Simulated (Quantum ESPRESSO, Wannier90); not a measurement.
# Wannierisation of CuPd (CsCl type)

Structure: Materials Project mp-1018029, symmetrised, not relaxed again. COD (Crystallography Open Database) has an entry of this formula and space group (matched by these alone). Computed values, not measurements, from PBEsol: Quantum ESPRESSO (norm-conserving PseudoDojo potentials, cutoff 74 Ry, no spin polarisation, no spin-orbit coupling) on a Γ-centred 8×8×8 mesh, then Wannier90. Density: 14×14×14 mesh, cold smearing 0.01 Ry.

On the energy scale of pw.x, whose zero is arbitrary, the Fermi level lies at 18.23 eV.

Input w.win:

```
num_bands = 1
num_wann = 1
exclude_bands = 1,3-33
num_iter = 1000
conv_tol = 1.0e-6
conv_window = 4
write_hr = true
write_u_matrices = true
auto_projections = true
begin unit_cell_cart
ang
    2.9804200000    0.0000000000    0.0000000000
    0.0000000000    2.9804200000    0.0000000000
    0.0000000000    0.0000000000    2.9804200000
end unit_cell_cart
begin atoms_frac
Cu   0.0000000000  0.0000000000  0.0000000000
Pd   0.5000000000  0.5000000000  0.5000000000
end atoms_frac
mp_grid = 8 8 8
begin kpoints
0.0000000000 0.0000000000 0.0000000000
0.0000000000 0.0000000000 0.1250000000
0.0000000000 0.0000000000 0.2500000000
... (509 more lines: the 8x8x8 mesh through Gamma)
end kpoints
```

Input of pw2wannier90.x that gives the overlap and projection files (equivalent; here they were cut from one run over all bands):

```
&inputpp
  outdir = './out'
  prefix = 'pwscf'
  seedname = 'w'
  write_amn = .true.
  write_mmn = .true.
  atom_proj = .true.
  atom_proj_exclude = 1 2 3 4 5 6 7 8 9 10 12 13 14 15 16 17 18 19
/
```

Output w.wout (banner and timings cut):

```
                                    ------
                                    SYSTEM
                                    ------

                              Lattice Vectors (Ang)
                    a_1     2.980420   0.000000   0.000000
                    a_2     0.000000   2.980420   0.000000
                    a_3     0.000000   0.000000   2.980420

                   Unit Cell Volume:      26.47478  (Ang^3)

                        Reciprocal-Space Vectors (Ang^-1)
                    b_1     2.108154   0.000000   0.000000
                    b_2     0.000000   2.108154   0.000000
                    b_3     0.000000   0.000000   2.108154

 *----------------------------------------------------------------------------*
 |   Site       Fractional Coordinate          Cartesian Coordinate (Ang)     |
 +----------------------------------------------------------------------------+
 | cu   1   0.00000   0.00000   0.00000   |    0.00000   0.00000   0.00000    |
 | pd   1   0.50000   0.50000   0.50000   |    1.49021   1.49021   1.49021    |
 *----------------------------------------------------------------------------*
                                ------------
                                K-POINT GRID
                                ------------

             Grid size =  8 x  8 x  8      Total points =  512

 *---------------------------------- MAIN ------------------------------------*
 |  Number of Wannier Functions               :                 1             |
 |  Number of Objective Wannier Functions     :                 1             |
 |  Number of input Bloch states              :                 1             |
 |  Output verbosity (1=low, 5=high)          :                 1             |
 |  Timing Level (1=low, 5=high)              :                 1             |
 |  Optimisation (0=memory, 3=speed)          :                 3             |
 |  Length Unit                               :               Ang             |
 |  Post-processing setup (write *.nnkp)      :                 F             |
 |  Using Gamma-only branch of algorithms     :                 F             |
 *----------------------------------------------------------------------------*
 *------------------------------- WANNIERISE ---------------------------------*
 |  Total number of iterations                :              1000             |
 |  Number of CG steps before reset           :                 5             |
 |  Trial step length for line search         :             2.000             |
 |  Convergence tolerence                     :         0.100E-05             |
 |  Convergence window                        :                 4             |
 |  Iterations between writing output         :                 1             |
 |  Iterations between backing up to disk     :               100             |
 |  Write r^2_nm to file                      :                 F             |
 |  Write xyz WF centres to file              :                 F             |
 |  Write on-site energies <0n|H|0n> to file  :                 F             |
 |  Use guiding centre to control phases      :                 F             |
 |  Use phases for initial projections        :                 F             |
 *----------------------------------------------------------------------------*
 *-------------------------------- PLOTTING ----------------------------------*
 |  Plotting Hamiltonian in WF basis          :                 T             |
 *----------------------------------------------------------------------------*

       ... (k-mesh section left out)

 Starting a new Wannier90 calculation ...

 Reading overlaps from w.mmn

 Reading projections from w.amn

 *------------------------------- WANNIERISE ---------------------------------*
 +--------------------------------------------------------------------+<-- CONV
 | Iter  Delta Spread     RMS Gradient      Spread (Ang^2)            |<-- CONV
 +--------------------------------------------------------------------+<-- CONV

 ------------------------------------------------------------------------------
 Initial State
  WF centre and spread    1  (  1.490210,  1.490210,  1.490210 )     0.27939953
  Sum of centres and spreads (  1.490210,  1.490210,  1.490210 )     0.27939953

      0     0.279E+00     0.0000000000        0.2793995331  <-- CONV
        O_D=      0.0000000 O_OD=      0.0000000 O_TOT=      0.2793995 <-- SPRD
 ------------------------------------------------------------------------------
      1     0.000E+00     0.0000000000        0.2793995331  <-- CONV
        O_D=      0.0000000 O_OD=      0.0000000 O_TOT=      0.2793995 <-- SPRD
      2     0.000E+00     0.0000000000        0.2793995331  <-- CONV
        O_D=      0.0000000 O_OD=      0.0000000 O_TOT=      0.2793995 <-- SPRD
      3     0.000E+00     0.0000000000        0.2793995331  <-- CONV
        O_D=      0.0000000 O_OD=      0.0000000 O_TOT=      0.2793995 <-- SPRD
      4     0.000E+00     0.0000000000        0.2793995331  <-- CONV
        O_D=      0.0000000 O_OD=      0.0000000 O_TOT=      0.2793995 <-- SPRD
             <<<     Delta < 1.000E-06  over  4 iterations     >>>
             <<< Wannierisation convergence criteria satisfied >>>
 Final State
  WF centre and spread    1  (  1.490210,  1.490210,  1.490210 )     0.27939953
  Sum of centres and spreads (  1.490210,  1.490210,  1.490210 )     0.27939953

         Spreads (Ang^2)       Omega I      =     0.279399533
        ================       Omega D      =     0.000000000
                               Omega OD     =     0.000000000
    Final Spread (Ang^2)       Omega Total  =     0.279399533
```
